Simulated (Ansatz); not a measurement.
Here is the system:

AlP:
```yaml
crystal:
  lattice:
    - [3.85090, 0.00000, 0.00000]
    - [-1.92545, 3.33498, 0.00000]
    - [0.00000, 0.00000, 8.68955]
  atoms:
    - { symbol: Al, position: [0.00000, 0.49990, 0.66667] }
    - { symbol: Al, position: [0.50010, 0.50010, 0.00000] }
    - { symbol: Al, position: [0.49990, 0.00000, 0.33333] }
    - { symbol: P, position: [0.00000, 0.49994, 0.16667] }
    - { symbol: P, position: [0.50006, 0.50006, 0.50000] }
    - { symbol: P, position: [0.49994, 0.00000, 0.83333] }
```

This is the PBE-relaxed structure.

Task: All from PBE in the plane-wave PAW code Ansatz, unless another level is named. Predict the smallest direct gap on the standard path.

Result: 2.03 eV.

Task: And the hole effective mass?

Result: 0.15, 7.4, 7.4 mₑ (principal values).

Task: Next, the band gap?

Result: 0.95 eV (indirect).

Task: Give the conduction-band minimum.

Result: at M (3 equivalent valleys).

Task: And the weight of the valence-edge state by species (Voronoi cells)?

Result: P 74 %, Al 26 %.

Space group P6_422. The start of the workflow was typed in or built on a structure type; neither database checked (COD, Materials Project) lists it. It is not the phase usual at ambient conditions (space group No. 216). The cell was relaxed with PBE under the symmetry of its start; its stability against distortions is not shown here. Point labels and valley counts follow the cell and symmetry of the run, lower than the named group.

Potentials: the later of the program's two PAW sets.
